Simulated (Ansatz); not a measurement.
**Every step of a relaxation of As**

DFT, PBEsol, PAW with Ansatz's default frozen-core files, scalar-relativistic (Ansatz 0.2.0); a Γ-centred 11×11×11 k mesh, Fermi–Dirac smearing of 0.05 eV, no spin polarisation. The run relaxes cell and atoms at a target pressure of 0 GPa.

Command: `ansatz run input.yaml --threads 1 --pin off --max-ram 3072MiB --backend cpu --events-out ev --progress --plain --runs-dir out` It took 18 s on 1 thread of Intel(R) Xeon(R) 6975P-C (Granite Rapids), with other jobs on the host, peak memory 0.51 GiB.

PAW: frozen-core files, cutoff 420 eV; forces are relaxed below 0.003 eV/Å.

Each step lists its free energy a cell above the last geometry, the pressure, the cell vectors (Å), and Cartesian positions (Å) with forces (eV/Å).

The first step:

```
step 1  dF = 18.69 meV  P = 0.31 GPa
  cell 1.8808 1.0859 3.5141  -1.8808 1.0859 3.5141  0.0000 -2.1718 3.5141
  As 0.0000 0.0000 8.1597   0.0000 0.0000 -0.3737
  As 0.0000 0.0000 2.3825   0.0000 0.0000 0.3737
```

The PAW files were made under PBE.

Where does the relaxation end, and by which steps?

After 5 geometries, with conventional a, b, c = 3.782, 3.782, 10.104 Å, at 20.859 Å³/atom (-3.12 % against the start) in space group R-3m, with a shortest distance of 2.532 Å. The further steps:
```
step 2  dF = 10.69 meV  P = 0.87 GPa
  cell 1.8638 1.0761 3.4158  -1.8638 1.0761 3.4158  0.0000 -2.1522 3.4158
  As 0.0000 0.0000 7.8749   0.0000 0.0000 0.1783
  As 0.0000 0.0000 2.3724   0.0000 0.0000 -0.1783
step 3  dF = 1.28 meV  P = -0.24 GPa
  cell 1.8855 1.0886 3.4062  -1.8855 1.0886 3.4062  0.0000 -2.1772 3.4062
  As 0.0000 0.0000 7.8672   0.0000 0.0000 0.0729
  As 0.0000 0.0000 2.3514   0.0000 0.0000 -0.0729
step 4  dF = 0.08 meV  P = -0.13 GPa
  cell 1.8923 1.0925 3.3718  -1.8923 1.0925 3.3718  0.0000 -2.1851 3.3718
  As 0.0000 0.0000 7.7894   0.0000 0.0000 -0.0106
  As 0.0000 0.0000 2.3261   0.0000 0.0000 0.0106
step 5  dF = 0.00 meV  P = 0.00 GPa
  cell 1.8909 1.0917 3.3680  -1.8909 1.0917 3.3680  0.0000 -2.1835 3.3680
  As 0.0000 0.0000 7.7790   0.0000 0.0000 -0.0017
  As 0.0000 0.0000 2.3251   0.0000 0.0000 0.0017
step 6  dF = 0.18 meV  P = 0.00 GPa  (same geometry on a basis chosen anew; earlier energies don't compare to the last digit)
  cell 1.8909 1.0917 3.3680  -1.8909 1.0917 3.3680  0.0000 -2.1835 3.3680
  As 0.0000 0.0000 7.7790   0.0000 0.0000 -0.0017
  As 0.0000 0.0000 2.3251   0.0000 0.0000 0.0017
```
